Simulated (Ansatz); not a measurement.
Sr5Al9, a database entry at a rescaled volume

```yaml
crystal:
  lattice:
    - [5.93258, 0.00000, 0.00000]
    - [-2.96629, 5.13777, 0.00000]
    - [-2.96629, 1.71259, 12.00773]
  atoms:
    - { symbol: Al, position: [0.12400, 0.87600, 0.37200] }
    - { symbol: Al, position: [0.87600, 0.12400, 0.62800] }
    - { symbol: Al, position: [0.00000, 0.00000, 0.00000] }
    - { symbol: Al, position: [0.23700, 0.76300, 0.19740] }
    - { symbol: Al, position: [0.23700, 0.27660, 0.19740] }
    - { symbol: Al, position: [0.72340, 0.76300, 0.19740] }
    - { symbol: Al, position: [0.76300, 0.23700, 0.80260] }
    - { symbol: Al, position: [0.27660, 0.23700, 0.80260] }
    - { symbol: Al, position: [0.76300, 0.72340, 0.80260] }
    - { symbol: Sr, position: [0.31690, 0.68310, 0.95070] }
    - { symbol: Sr, position: [0.68310, 0.31690, 0.04930] }
    - { symbol: Sr, position: [0.50000, 0.50000, 0.50000] }
    - { symbol: Sr, position: [0.21650, 0.78350, 0.64950] }
    - { symbol: Sr, position: [0.78350, 0.21650, 0.35050] }
```

Level: r2SCAN, no spin polarisation; 500 eV; 7×7×7 Γ-centred mesh; gaussian occupations (width 0.0725 eV); Ansatz 0.2.0, fixed geometry.

Task: What happens at the Fermi level?

Result: It is a metal, with about 6.6 states/eV a cell as the mean within 0.25 eV of the Fermi level, mostly Al p (69 %).

Task: What does the stress say?

Result: The pressure is -1.6 GPa (compression positive), so with the atoms held at these fractions the cell would first shrink.

Task: Which atom feels the largest force, and which way?

Result: The largest is on Al1 (and as large on other atoms): 0.21 eV/Å, components (0.00, 0.00, -0.21). It makes 40° with the line to a nearest neighbour, Al6 at 2.74 Å, pointing towards it.

Task: What is the formation energy?

Result: -0.29 eV an atom against the elements' usual phases (free molecules for gases, crystals otherwise, with no correction for O₂ or N₂), so it is bound against them; other compounds may still compete. Relaxing would lower it.

Origin: a database entry at a rescaled volume.
